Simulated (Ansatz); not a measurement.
LaAsO₃:
```
LaAsO3
1.0
    4.39095     0.00000     0.00000
    0.00000     5.28733     0.00000
   -1.65232     0.00000     5.95344
La As O
2 2 6
Direct
  0.33484   0.75000   0.70144
  0.66516   0.25000   0.29856
  0.07765   0.75000   0.14273
  0.92235   0.25000   0.85727
  0.66497   0.75000   0.11762
  0.33503   0.25000   0.88238
  0.19310   0.50087   0.34202
  0.80690   0.49913   0.65798
  0.80690   0.00087   0.65798
  0.19310   0.99913   0.34202
```

Relaxed with PBEsol. Special points in fractions of this cell's reciprocal vectors: Γ (0.000, 0.000, 0.000); Z (0.000, 0.500, 0.000); D (0.000, 0.500, 0.500); B (0.000, 0.000, 0.500); A (-0.500, 0.000, 0.500); E (-0.500, 0.500, 0.500); C2 (-0.500, 0.500, 0.000); Y2 (-0.500, 0.000, 0.000).

**Question.** List the band energies nearest the valence-band maximum at these points for PBEsol with spin–orbit coupling (plane waves, PAW; program Ansatz).

**Answer.** In eV from the valence-band maximum; about four levels below and three above (degenerate sets whole), none deeper than 8.9 eV; points with the same levels are listed once.

```
k                     below                above
--  -----------------------  -------------------
Γ   -1.14 -1.14 -1.10 -1.10  3.23 3.23 3.68 3.68
Z   -1.04 -1.04 -1.04 -1.04  3.72 3.72 3.72 3.72
D   -0.88 -0.88 -0.88 -0.88  3.64 3.64 3.64 3.64
B   -1.32 -1.32 -0.76 -0.76  3.33 3.33 3.69 3.69
A     -0.65 -0.65 0.00 0.00  2.74 2.74 3.70 3.70
E   -0.15 -0.15 -0.15 -0.15  3.12 3.12 3.12 3.12
C2  -0.23 -0.23 -0.23 -0.23  3.58 3.58 3.58 3.58
Y2  -0.59 -0.59 -0.16 -0.16  2.84 2.84 3.68 3.68
```

Space group P2_1/m. The first step of the workflow began from a Materials Project structure, measured or hypothetical; the Crystallography Open Database copy checked does not list it. Whether it is the stable phase at ambient conditions was not checked. The cell was relaxed with PBEsol under the symmetry of its start; its stability against distortions is not shown here.

Potentials: the later of the program's two PAW sets.
